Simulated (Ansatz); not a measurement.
LaOF:
Space group P4/nmm, origin choice 1 (No. 129); a = 4.0765 Å, b = 4.0765 Å, c = 5.8256 Å, α = 90.00°, β = 90.00°, γ = 90.00°

| atom | site | symmetry | x | y | z |
|---|---|---|---|---|---|
| La | 2c | 4mm | 0.0000 | 0.5000 | 0.2844 |
| O | 2b | -4m2 | 0.5000 | 0.5000 | 0.5000 |
| F | 2a | -4m2 | 0.0000 | 0.0000 | 0.0000 |

Relaxed with r²SCAN. 

Q: HSE06 on this cell (Ansatz, an electronic-structure program, PAW) gives a gap of 6.36 eV. What does r²SCAN give?

A: 5.05 eV.

Cost on shared cores: the r²SCAN run (SCF on a 7×7×5 mesh, then bands and DOS) very roughly 100 core-seconds, the HSE06 run (SCF on 4×4×3, then a few points) very roughly 2.4 core-minutes; the tasks are unlike.

The first step of the workflow began from a Materials Project structure, measured or hypothetical; the Crystallography Open Database copy checked does not list it. COD files the formula under space group No. 166. Its standing as an ambient phase is unchecked. The r²SCAN relaxation kept the symmetry of its start; whether a distortion lowers the energy is not shown. Scalar-relativistic: spin–orbit coupling is off unless named, which matters more the heavier the elements.

Potentials: the later of the program's two PAW sets.

Ansatz is a plane-wave DFT program.
